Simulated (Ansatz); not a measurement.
## Si (Fmmm), clamped-ion strain scan

These are results of DFT LDA, scalar-relativistic, plane waves, PAW (Ansatz), not measurements. Cutoff 420 eV, Γ-centred 10×10×8 k-points, Gaussian smearing of 0.15 eV. No spin polarisation. Energies are free energies at this smearing, counted from the undisturbed cell; pressure is positive in compression.

The undisturbed cell (relaxed at this level; with this scan's settings it stands at -0.1 GPa; this form isn't the usual structure):

```
Si
1.0
     4.55214   -2.43471    0.00000
     4.55214    2.43471    0.00000
     0.00000    0.00000    5.32765
Si
8
Direct
  0.50000 0.50000 0.77051
  0.50000 0.50000 0.22949
  0.00000 0.00000 0.27051
  0.00000 0.00000 0.72949
  0.72622 0.72622 0.50000
  0.22622 0.22622 0.00000
  0.27378 0.27378 0.50000
  0.77378 0.77378 0.00000
```

The cell is strained by ε times the Voigt pattern (0, 0, 1, 0, 0, 0) (xx, yy, zz, yz, xz, xy; engineering shear) with fractional coordinates fixed. The cell is metallic on the mesh throughout.

| ε | ΔE (meV/atom) | stress summed along the pattern (GPa, tension positive) | pressure (GPa) |
| --- | --- | --- | --- |
| -0.1000 | ? | -32.73 | ? |
| -0.0750 | 65.5 | -20.38 | 11.2 |
| -0.0500 | 27.2 | -13.05 | 6.8 |
| -0.0250 | 5.7 | -5.64 | 3.1 |
| 0.0000 | 0.0 | 0.30 | -0.1 |
| 0.0250 | 6.2 | ? | ? |
| 0.0500 | 21.8 | 8.56 | -4.9 |
| 0.0750 | 45.0 | 11.35 | -6.7 |
| 0.0875 | 58.6 | 12.08 | -7.5 |
| 0.1000 | 72.8 | ? | ? |

Give the withheld values.

ΔE (meV/atom) at ε = -0.1000: 125.7; pressure (GPa) at ε = -0.1000: 16.6; stress summed along the pattern (GPa, tension positive) at ε = 0.0250: 4.88; pressure (GPa) at ε = 0.0250: -2.7; stress summed along the pattern (GPa, tension positive) at ε = 0.1000: 12.66; pressure (GPa) at ε = 0.1000: -8.2.